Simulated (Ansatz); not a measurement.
# Cs₂SnC₂ in Ansatz, settings compared

The input file (Ansatz 0.2.0, plane waves):

```yaml
crystal:
  lattice:
    - [0.0, 0.0, 6.555134]
    - [6.909147, -3.64525, 3.277567]
    - [6.909147, 3.64525, -3.277567]
  atoms:
    - { symbol: Cs, position: [0.34, 0.0129, 0.6929] }
    - { symbol: Cs, position: [0.66, 0.9871, 0.3071] }
    - { symbol: Cs, position: [0.16, 0.6929, 0.0129] }
    - { symbol: Cs, position: [0.84, 0.3071, 0.9871] }
    - { symbol: Sn, position: [0.25, 0.5, 0.5] }
    - { symbol: Sn, position: [0.75, 0.5, 0.5] }
    - { symbol: C, position: [0.3252, 0.773, 0.4234] }
    - { symbol: C, position: [0.6748, 0.227, 0.5766] }
    - { symbol: C, position: [0.1748, 0.4234, 0.773] }
    - { symbol: C, position: [0.8252, 0.5766, 0.227] }
  symmetry: { tolerance: 0.0003 }
kpoints:
  mp_grid: { grid: [4, 4, 4], shift: [0, 0, 0] }
magnetization:
  spin_polarized: false
scf:
  occupations: { method: gaussian, width: 0.01 }
hamiltonian:
  pseudopotentials: { kind: paw }
  xc: pbe
basis:
  ecutwfc: 420
output:
  forces: true
  stress: true
  eigenvalues: true
```

Run with:

```bash
ansatz run input.yaml --threads 1 --pin off --max-ram 2560MiB --backend cpu --events-out ev --progress --plain --runs-dir out
```

Origin of the cell: a known structure type with other elements, at an estimated volume, so it need not be a known compound.

Output of this run (shortened):

```
Pseudopotentials: kind: paw
Pseudopotential: Cs, paw, valence charge 9, recommended cutoff 420 eV (normal), Cs.paw.azcp
Pseudopotential: Sn, paw, valence charge 14, recommended cutoff 420 eV (normal), Sn.paw.azcp
Pseudopotential: C, paw, valence charge 4, recommended cutoff 420 eV (normal), C.paw.azcp
Functional definition: PBE
  exchange = pbe_x(kappa = kappa, mu = beta*pi^2/3)
  correlation = pbe_c(beta = beta)
Crystal: 10 atoms, lattice volume = 330.190 Å³
Basis set: ecut = 420 eV, 6425 PW (Γ), exchange–correlation on 90×120×120 points (8 copies of the dense FFT grid, shifted against one another)
Bands: 50, of which v1, the nominal top of the filled ones, is band 40 counted from 1 (39 counted from 0)
Symmetry: 8 space group operations
Space group: Ibam (ITA 72), of the structure as read, at distance tolerance 2.1e-3 Å
[… 7 lines left out …]
Initial density: superposition of atomic densities (neutral atoms: chi_scale 0, normalization atom), corrected by the library's trained network
Functional: x = pbe(κ = 0.804, μ = 0.219515), c = pbe(β = 0.066725)
SCF iter   1: F=—  HF=-35721.389960 eV  Δρ=2.49e-3  dr2=3.09e-2
SCF iter   2: F=—  HF=-35721.393096 eV  Δρ=1.64e-3  dr2=1.54e-2  defer=86
SCF iter   3: F=—  HF=-35721.388542 eV  Δρ=3.41e-4  dr2=7.07e-4  defer=50
SCF iter   4: F=—  HF=-35721.388579 eV  Δρ=1.20e-4  dr2=6.89e-5  defer=50
SCF iter   5: F=—  HF=-35721.388598 eV  Δρ=4.23e-5  dr2=9.40e-6  defer=50
SCF iter   6: F=—  HF=-35721.388598 eV  Δρ=1.33e-5  dr2=8.71e-7  defer=50
SCF iter   7: F=-35721.388598 eV  HF=-35721.388598 eV  Δρ=3.65e-6  dr2=5.00e-8
SCF 1 converged in 7 iterations: F = -35721.388598 eV  dr2 = 5.00e-8
SCF converged after 7 iterations
Free energy (F): -35721.388598 eV
Harris-Foulkes:  -35721.388598 eV  (|F-HF|=2.82e-8)
Internal energy: -35721.388229 eV  (E = F + TS)
E sigma→0 (E₀):  -35721.388414 eV
Entropy (-TS):   -0.000369 eV (-0.037 meV/atom)
Fermi energy:    5.490182 eV
--- Per-component energies (eV) ---
  E_band       = -476.625885
  E_kinetic    = 1252.008870
  E_local      = -4784.349417  (includes V_loc(G=0)·N_el)
  E_nonlocal   = 166.921560
  E_hartree    = 2313.009993
  E_xc         = -1640.355482
  E_vxc        = -917.376534  (∫ρ·V_xc dr)
  E_paw        = -28935.031752  (= ΣΔE_a)
  E_vpaw       = -819.857735  (= ΣTr[D̂ρ^β])
  E_aug_tail   = 0.000005  (compensation charges beyond the density's cutoff)
  E_ewald      = -4093.592008
  E_smearing   = -0.000369  (= −TS)
  Σ components = -35721.388598   (vs F -35721.388598, Δ=0.00e0)
--- Forces (eV/Å), atoms counted from 1 ---
  atom   1  Cs    -0.249020     0.164519     0.000000
  atom   2  Cs     0.249020    -0.164519    -0.000000
  atom   3  Cs    -0.249020    -0.164519    -0.000000
[… 2 lines left out …]
  atom   6  Sn     0.000000    -0.000000     0.000000
  atom   7  C     -1.252838     1.014924     0.000000
  atom   8  C      1.252838    -1.014924    -0.000000
  atom   9  C     -1.252838    -1.014924    -0.000000
  atom  10  C      1.252838     1.014924     0.000000
  max |Σ_I F_I| component: 2.22e-16 eV/Å
--- Stress (GPa, compression-positive) ---
       -3.872144      -0.000000       0.000000
       -0.000000      -2.231506      -0.000000
        0.000000      -0.000000      -4.900423
  P = ⅓ Tr σ = -3.6680 GPa (-36.680 kbar)
```

The same input was run again with these changes:

1. `total_charge` default → 1
2. `crystal.symmetry` { tolerance: 0.0003 } → { detect: false }
3. `hamiltonian.dispersion` default → d3bj
4. `basis.ecutwfc` 420 → "29.4 Ry"

```
 run        end  SCF iterations  P (GPa)  max force component (eV/Å)  gap on mesh (eV)  moment (μB)  ΔE(σ→0) (meV/atom)
base  converged               7    -3.67                       1.253              none            –                   0
   1  converged              11        –                       1.360                 –            –                   –
   2  converged               7    -3.67                       1.253              none            –                0.00
   3  converged               7    -4.46                       1.257              none            –                   –
   4  converged               7    -3.67                       1.253              none            –                1.29
```

Energies are compared only where functional, datasets, charge and starting cell are the same.

Caveats of the base run: the k mesh is coarse if the cell is a metal.

Run 1: charged cell with a uniform background, whose pressure depends on convention; no moments, though an odd count or open d shells may carry them.
Run 4: the cutoff lies below the datasets' advice.

The base run took 15 s on 1 thread of Intel(R) Xeon(R) Platinum 8559C (Emerald Rapids), on a shared host, peak memory 0.8 GiB, from the program's own first density.
